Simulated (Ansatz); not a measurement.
Simulated powder pattern, Cu Kα, λ = 1.54184 Å (kinematic, ideal powder, no thermal factors, no anomalous dispersion; the 30 strongest lines at most, above 1 %, up to 2θ = 90°):

| 2θ (°) | d (Å) | I/Imax (%) |
|---|---|---|
| 22.72 | 3.914 | 18 |
| 32.20 | 2.780 | 80 |
| 32.35 | 2.768 | 88 |
| 36.16 | 2.484 | 100 |
| 36.29 | 2.476 | 74 |
| 46.29 | 1.961 | 22 |
| 46.40 | 1.957 | 12 |
| 52.26 | 1.750 | 18 |
| 54.93 | 1.672 | 18 |
| 57.33 | 1.607 | 19 |
| 57.60 | 1.600 | 71 |
| 60.20 | 1.537 | 3.1 |
| 60.28 | 1.535 | 1.2 |
| 62.47 | 1.487 | 1.9 |
| 67.38 | 1.390 | 18 |
| 67.63 | 1.385 | 34 |
| 69.77 | 1.348 | 23 |
| 70.09 | 1.343 | 18 |
| 72.44 | 1.305 | 16 |
| 76.74 | 1.242 | 4.9 |
| 81.27 | 1.184 | 8.7 |
| 83.74 | 1.155 | 16 |

The pattern belongs to a structure relaxed with PBE (plane waves, PAW; program Ansatz).

**Question.** Which compound is it?
A) Zr2SiN, P6_3/mmc (Zr on 4f, Si on 2d, N on 2a)
B) GaN, P4_2/mnm (Ga on 4g, N on 4f)
C) GaAs, CsCl type
D) RuRhN2, R-3m (Ru on 3b, Rh on 3a, N on 6c)

**Answer.** B, GaN, P4_2/mnm (Ga on 4g, N on 4f)

**Question.** Give the lattice parameters.

**Answer.** a = 5.535 Å, c = 3.214 Å.

The start of the workflow was typed in or built on a structure type; neither database checked (COD, Materials Project) lists it. It is not the phase usual at ambient conditions (space group No. 186, 216). Symmetry was held in the PBE relaxation; whether a distortion lowers the energy is not shown.

Potentials: the earlier of the program's two PAW sets.
